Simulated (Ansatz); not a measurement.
Rb2NaTlBr6 in space group Fm-3m (No. 225; Rb on 8c, Na on 4b, Tl on 4a, Br on 24e), DFT-r²SCAN in the program Ansatz with PAW potentials. The conduction-band minimum lies at Γ, with 1 equivalent valley. Second derivatives d²E/dk² of the lowest band at one valley (eV·Å²), along Cartesian directions:

| direction | d²E/dk² |
|---|---|
| [100] | 25.00 |
| [010] | 25.00 |
| [001] | 25.00 |
| [110] | 24.99 |
| [101] | 24.99 |
| [011] | 24.99 |

Task: Find the principal effective masses, the density-of-states mass and the conductivity mass.

Result: Off-diagonal terms follow from H_xy = H[110] − (H_xx + H_yy)/2, and m*/mₑ = 7.620 eV·Å² over each eigenvalue: 0.30, 0.30, 0.31. One valley's DOS mass (m₁m₂m₃)^(1/3) = 0.30, conductivity mass 3/(Σ 1/mᵢ) = 0.30 mₑ.

Task: What effective density of states Nc follows at 300 K for parabolic valleys?

Result: Nc = 2.509e19 × 1 × (0.30)^(3/2) ≈ 4.1e18 cm⁻³.

The first step of the workflow began from a Materials Project structure, measured or hypothetical; the Crystallography Open Database copy checked does not list it. Its standing as an ambient phase is unchecked. The r²SCAN relaxation kept the symmetry of its start; whether a distortion lowers the energy is not shown. Spin–orbit coupling is left out wherever it is not named.

Potentials: the later of the program's two PAW sets.

Edges and masses are those of Kohn–Sham bands, whose gap is no quasiparticle gap.
